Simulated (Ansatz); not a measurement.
Given:

GaN (zinc blende, space group No. 216), a = 4.455 Å, b = 4.455 Å, c = 4.455 Å, α = 90.00°, β = 90.00°, γ = 90.00°; the cell used has 2 atoms.

This is the LDA-relaxed structure.

Q: All from LDA (plane waves, PAW; program Ansatz), unless another level is named. Estimate the hole effective mass, band 2 of 3 at the edge.

A: 0.85 along [100], 0.85 along [110], 1.9 along [111] (mₑ).

Q: Predict the hole effective mass, band 3 of 3 at the edge.

A: 0.18 along [100], 0.15 along [110], 0.15 along [111] (mₑ).

Q: Give the band gap.

A: 1.96 eV (direct).

Space group F-43m (zinc blende). Symmetry was held in the LDA relaxation; phonons on a q-mesh show no instability. Scalar-relativistic: spin–orbit coupling is off unless named, which matters more the heavier the elements.

Potentials: the later of the program's two PAW sets.
